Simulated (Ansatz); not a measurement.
GeTePb2Se2:
```
CELL_PARAMETERS angstrom
      4.28806     0.00000     0.00000
     -2.14403     3.71357     0.00000
      0.00000     0.00000    10.89523
ATOMIC_POSITIONS crystal
  Ge 0.00000 0.00000 0.00189
  Te 0.66667 0.33333 0.86519
  Pb 0.66667 0.33333 0.31074
  Pb 0.33333 0.66667 0.65023
  Se 0.33333 0.66667 0.16600
  Se 0.00000 0.00000 0.50594
```

x, y and z are the axes in which the lattice vectors are written.

Task: Give the proper piezoelectric stress tensor with relaxed ions from the program Ansatz at the r²SCAN+D4 level (PAW).

Result: In C/m², rows x, y, z, Voigt columns; mesh uncertainty up to 0.03.
```
 0.00   0.00   0.00   0.00  -5.49   1.69
 1.69  -1.69   0.00  -5.49   0.00   0.00
-0.88  -0.88  -3.26   0.00   0.00   0.00
```

The elastic tensor of the same run (GPa):

```
      1     2     3     4     5     6
-  ----  ----  ----  ----  ----  ----
1  78.6  22.8  23.4  -8.4   0.0   0.0
2  22.8  78.6  23.4   8.4   0.0   0.0
3  23.4  23.4  40.1   0.0   0.0   0.0
4  -8.4   8.4   0.0  14.9   0.0   0.0
5   0.0   0.0   0.0   0.0  14.9  -8.4
6   0.0   0.0   0.0   0.0  -8.4  27.9
```

Task: Convert to strain constants d = e·S.

Result: In pC/N:
```
   0.0     0.0     0.0     0.0  -402.5   -60.8
 -30.4    30.4     0.0  -402.5     0.0     0.0
  13.9    13.9   -97.5     0.0     0.0     0.0
```

Space group P3m1. The workflow started from a Materials Project entry (that database holds measured and hypothetical structures alike); the Crystallography Open Database copy checked does not list it. Its standing as an ambient phase is unchecked. The cell was relaxed with r²SCAN+D4 under the symmetry of its start; whether a distortion lowers the energy is not shown. Signs of piezoelectric constants follow the polarity of the cell as given. Scalar-relativistic: spin–orbit coupling is off unless named, which matters more the heavier the elements.

Potentials: the later of the program's two PAW sets.
